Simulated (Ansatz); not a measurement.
All-electron card of In2Bi

```
In Bi
1.0
     5.61230    0.00000    0.00000
    -2.80615    4.86040    0.00000
     0.00000    0.00000    3.30841
In Bi
2 1
Direct
  0.66667 0.33333 0.50000
  0.33333 0.66667 0.50000
  0.00000 0.00000 0.00000
```

Atoms are numbered in the order listed.

Structure from Materials Project entry mp-571172 (possibly hypothetical), not relaxed further.

Spin–orbit coupling is left out, though it moves levels of the heavy atoms by tenths of an eV or more.

All numbers are computed: DFT, PBEsol, all-electron LAPW, scalar-relativistic (Ansatz 0.2.0); DFT, PBEsol, PAW with Ansatz's default frozen-core files, scalar-relativistic (Ansatz 0.2.0).

For LAPW: a Γ-centred 7×7×10 k mesh, Fermi–Dirac smearing of 0.05 eV, basis error target 1 meV/atom, no spin polarisation. PAW takes a cutoff of 420 eV at this cell (files made with PBE, cores remade for this functional). The Ansatz runs share mesh, smearing and spin set-up. Values come from LAPW unless marked.

```
Bader charges (from the PAW run)         : In1 +0.09, Bi3 -0.17 e
Stress xx, yy, zz (compression positive) : -3.59, -3.59, -1.12 GPa
Pressure at this cell                    : -2.77 GPa
Volume per atom                          : 30.08 Å³
```

**Question.** Band gap: what does the calculation give?

**Answer.** none: with an odd electron count and no spin polarisation the bands can't all be full, a metal in this set-up (spin order or a larger cell could open a gap).

**Question.** Predict this quantity. Density of states at the Fermi level (0.2 eV bin).

**Answer.** 1.26 states/eV per cell.

**Question.** Predict this quantity. Löwdin charges (with 0.06 e of the cell spilling out of the atomic basis, so their sizes and signs hang on that basis).

**Answer.** In1 -0.08, Bi3 0.22 e.
